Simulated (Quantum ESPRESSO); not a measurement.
## Ga3MgP3As (input and log of a self-consistent run)

Simulated, not a measurement. The program is pw.x of Quantum ESPRESSO 7.5 (plane-wave density functional theory). The cell is made up: 8 atoms on a zincblende/diamond lattice, with randomly drawn elements, strain and displacements, not relaxed. PseudoDojo standard norm-conserving files (v0.5 for PBE, v0.4.1 for LDA and PBEsol) set the functional; there is no spin polarisation, spin-orbit coupling or dispersion term, and the masses in the input are unused placeholders. A spin-polarised start on this cell or one of its family kept no moment.

Input:

```
&control calculation='scf', pseudo_dir='./dojo.nc.sr.pbe.v0_5.standard.upf', outdir='./o', disk_io='low', tprnfor=.true., tstress=.true. /
&system ibrav=0, nat=8, ntyp=4, nbnd=50, ecutwfc=84.00895049, nosym=.true., tot_charge=0,
 occupations='smearing', smearing='fd', degauss=0.0073498644
/
&electrons conv_thr=7.350e-09, electron_maxstep=60, /
ATOMIC_SPECIES
As 1.0 As.upf
Ga 1.0 Ga.upf
Mg 1.0 Mg.upf
P 1.0 P.upf
CELL_PARAMETERS angstrom
5.4953 -0.04 0.0031
-0.04 5.5367 -0.0435
0.0031 -0.0435 5.5306
ATOMIC_POSITIONS angstrom
Ga -0.063 -0.076 -0.0616
Ga 0.0492 2.744 2.693
Ga 2.6346 -0.0119 2.8123
Mg 2.8475 2.7415 -0.0819
P 1.4308 1.4135 1.3674
P 1.3527 4.1454 4.1007
P 4.0228 1.3129 4.0655
As 4.0613 4.1028 1.1999
K_POINTS automatic
6 6 6 1 1 1
```

The log is shortened where brackets say so; the opening notice, blank lines, dates and the lines on written files are dropped, and the path of the files is cut. It prints rydbergs, bohrs and kilobars, and counts compression as positive stress.

```
     Program PWSCF v.7.5
     Parallel version (MPI & OpenMP), running on       4 processor cores
     Number of MPI processes:                 4
     Threads/MPI process:                     1
     [start-up lines left out]
     bravais-lattice index     =            0
     lattice parameter (alat)  =      10.3849  a.u.
     unit-cell volume          =    1135.4329 (a.u.)^3
     number of atoms/cell      =            8
     number of atomic types    =            4
     number of electrons       =        79.00
     number of Kohn-Sham states=           50
     kinetic-energy cutoff     =      84.0090  Ry
     charge density cutoff     =     336.0358  Ry
     scf convergence threshold =      7.3E-09
     mixing beta               =       0.7000
     number of iterations used =            8  plain     mixing
     Exchange-correlation= PBE
                           (   1   4   3   4   0   0   0)
     [axes and pseudopotential details left out]
   Cartesian axes
     site n.     atom                  positions (alat units)
         1        Ga     tau(   1) = (  -0.0114640  -0.0138296  -0.0112093  )
         2        Ga     tau(   2) = (   0.0089529   0.4993225   0.4900421  )
         3        Ga     tau(   3) = (   0.4794151  -0.0021654   0.5117510  )
         4        Mg     tau(   4) = (   0.5181563   0.4988676  -0.0149032  )
         5        P      tau(   5) = (   0.2603610   0.2572130   0.2488242  )
         6        P      tau(   6) = (   0.2461492   0.7543336   0.7461996  )
         7        P      tau(   7) = (   0.7320242   0.2389069   0.7397943  )
         8        As     tau(   8) = (   0.7390300   0.7465817   0.2183444  )
     number of k points=   108  Fermi-Dirac smearing, width (Ry)=  0.0073
     Number of k-points >= 100: set verbosity='high' to print them.
     Dense  grid:   118149 G-vectors     FFT dimensions: (  64,  64,  64)
     Estimated max dynamical RAM per process >     475.03 MB
     Estimated total dynamical RAM >       1.77 GB
     Initial potential from superposition of free atoms
     starting charge      78.9905, renormalised to      79.0000
     Starting wfcs are   53 randomized atomic wfcs
     total cpu time spent up to now is        8.1 secs
     per-process dynamical memory:   406.1 Mb
     Self-consistent Calculation
     iteration #  1     ecut=    84.01 Ry     beta= 0.70
     Davidson diagonalization with overlap
     ethr =  1.00E-02,  avg # of iterations =  5.1
     Threshold (ethr) on eigenvalues was too large:
     Diagonalizing with lowered threshold
     Davidson diagonalization with overlap
     ethr =  3.47E-04,  avg # of iterations =  4.2
     total cpu time spent up to now is       49.9 secs
     total energy              =    -831.33648385 Ry
     estimated scf accuracy    <       0.27656285 Ry
     iteration #  2     ecut=    84.01 Ry     beta= 0.70
     Davidson diagonalization with overlap
     ethr =  3.50E-04,  avg # of iterations =  2.2
     total cpu time spent up to now is       68.1 secs
     total energy              =    -831.38632275 Ry
     estimated scf accuracy    <       0.09737922 Ry
     iteration #  3     ecut=    84.01 Ry     beta= 0.70
     Davidson diagonalization with overlap
     ethr =  1.23E-04,  avg # of iterations =  3.5
     total cpu time spent up to now is       86.8 secs
     total energy              =    -831.40750401 Ry
     estimated scf accuracy    <       0.02052539 Ry
     iteration #  4     ecut=    84.01 Ry     beta= 0.70
     Davidson diagonalization with overlap
     ethr =  2.60E-05,  avg # of iterations =  5.8
     total cpu time spent up to now is      107.5 secs
     total energy              =    -831.41219257 Ry
     estimated scf accuracy    <       0.00430591 Ry
     iteration #  5     ecut=    84.01 Ry     beta= 0.70
     Davidson diagonalization with overlap
     ethr =  5.45E-06,  avg # of iterations =  5.6
     total cpu time spent up to now is      127.5 secs
     total energy              =    -831.41308057 Ry
     estimated scf accuracy    <       0.00071551 Ry
     iteration #  6     ecut=    84.01 Ry     beta= 0.70
     Davidson diagonalization with overlap
     ethr =  9.06E-07,  avg # of iterations =  2.4
     total cpu time spent up to now is      144.7 secs
     total energy              =    -831.41321507 Ry
     estimated scf accuracy    <       0.00001359 Ry
     iteration #  7     ecut=    84.01 Ry     beta= 0.70
     Davidson diagonalization with overlap
     ethr =  1.72E-08,  avg # of iterations =  4.0
     total cpu time spent up to now is      165.8 secs
     total energy              =    -831.41321959 Ry
     estimated scf accuracy    <       0.00001085 Ry
     iteration #  8     ecut=    84.01 Ry     beta= 0.70
     Davidson diagonalization with overlap
     ethr =  1.37E-08,  avg # of iterations =  2.0
     total cpu time spent up to now is      182.3 secs
     total energy              =    -831.41322199 Ry
     estimated scf accuracy    <       0.00000081 Ry
     iteration #  9     ecut=    84.01 Ry     beta= 0.70
     Davidson diagonalization with overlap
     ethr =  1.02E-09,  avg # of iterations =  2.0
     total cpu time spent up to now is      199.6 secs
     total energy              =    -831.41322216 Ry
     estimated scf accuracy    <       0.00000010 Ry
     iteration # 10     ecut=    84.01 Ry     beta= 0.70
     Davidson diagonalization with overlap
     ethr =  1.24E-10,  avg # of iterations =  3.0
     total cpu time spent up to now is      217.0 secs
     total energy              =    -831.41322219 Ry
     estimated scf accuracy    <       0.00000003 Ry
     iteration # 11     ecut=    84.01 Ry     beta= 0.70
     Davidson diagonalization with overlap
     ethr =  4.25E-11,  avg # of iterations =  2.0
     total cpu time spent up to now is      233.5 secs
     End of self-consistent calculation
     Number of k-points >= 100: set verbosity='high' to print the bands.
     the Fermi energy is     6.8071 ev
!    total energy              =    -831.41322220 Ry
     estimated scf accuracy    <          4.7E-09 Ry
     smearing contrib. (-TS)   =      -0.00825873 Ry
     internal energy E=F+TS    =    -831.40496347 Ry
     The total energy is F=E-TS. E is the sum of the following terms:
     one-electron contribution =    -476.81162180 Ry
     hartree contribution      =     283.89046877 Ry
     xc contribution           =    -201.52924288 Ry
     ewald contribution        =    -436.95456755 Ry
     convergence has been achieved in  11 iterations
     Forces acting on atoms (cartesian axes, Ry/au):
     atom    1 type  2   force =     0.03578513    0.06763328   -0.02416465
     atom    2 type  2   force =    -0.02048666   -0.00559036    0.00868705
     atom    3 type  2   force =     0.00973283   -0.00208783   -0.03467501
     atom    4 type  3   force =    -0.08696946   -0.03312368   -0.03797430
     atom    5 type  4   force =    -0.03459600   -0.03556839   -0.00653602
     atom    6 type  4   force =    -0.02101212   -0.01047144   -0.00380633
     atom    7 type  4   force =     0.08278262   -0.02955080   -0.02988848
     atom    8 type  1   force =     0.03476365    0.04875921    0.12835773
     Total force =     0.223877     Total SCF correction =     0.000328
     Computing stress (Cartesian axis) and pressure
          total   stress  (Ry/bohr**3)                   (kbar)     P=       64.89
   0.00040043   0.00018942  -0.00007634           58.90       27.87      -11.23
   0.00018942   0.00047298   0.00017003           27.87       69.58       25.01
  -0.00007634   0.00017003   0.00044984          -11.23       25.01       66.17
     init_run     :      7.78s CPU      8.06s WALL (       1 calls)
     electrons    :    224.42s CPU    225.40s WALL (       1 calls)
     forces       :      2.47s CPU      2.47s WALL (       1 calls)
     stress       :      8.48s CPU      8.48s WALL (       1 calls)
     [timing details left out]
     PWSCF        :   4m 3.29s CPU   4m 4.61s WALL
     JOB DONE.
```

In other units: free energy -11311.953 eV for the cell, pressure 6.49 GPa, largest force component 3.300 eV/Å. A rerun of this cell at 1437 eV and a 8 x 8 x 8 mesh moved values by no more than 0.006 eV in energy, 0.03 GPa in stress and 0.008 eV/Å in force.